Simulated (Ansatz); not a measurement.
The relaxed structure here is a generated cell of Mn: the first start was made by a random draw of sites in a space group, and the end was not matched to a known phase here, so it may be hypothetical.

One stationary structure of Mn. Space group P6/mmm (No. 191). Calculation: PBE (plane waves to 420 eV, PAW, scalar-relativistic; Ansatz, a first-principles code).

```cif
data_Mn4
_chemical_formula_sum 'Mn4'
_space_group_name_H-M_alt 'P 1'
_space_group_IT_number 1
_cell_length_a 4.67933
_cell_length_b 4.67933
_cell_length_c 2.40902
_cell_angle_alpha 90.000
_cell_angle_beta 90.000
_cell_angle_gamma 120.000
loop_
_space_group_symop_operation_xyz
  'x, y, z'
loop_
_atom_site_label
_atom_site_type_symbol
_atom_site_fract_x
_atom_site_fract_y
_atom_site_fract_z
_atom_site_occupancy
Mn1 Mn 0.50000 0.00000 0.50000 1
Mn2 Mn 0.00000 0.50000 0.50000 1
Mn3 Mn 0.50000 0.50000 0.50000 1
Mn4 Mn 0.00000 0.00000 0.00000 1
```

Question: What magnetic moment does PBE give?

Answer: Net 0.40 μB/atom, ferrimagnetic.

Spin state reached: ferrimagnetic (net 0.40 μB/atom), from parallel starting moments; other spin orders were not run from this start.

The run could not lose the symmetry of its start, so the end can be a saddle point.

All atoms sit on sites fixed by symmetry, so only the cell could relax.
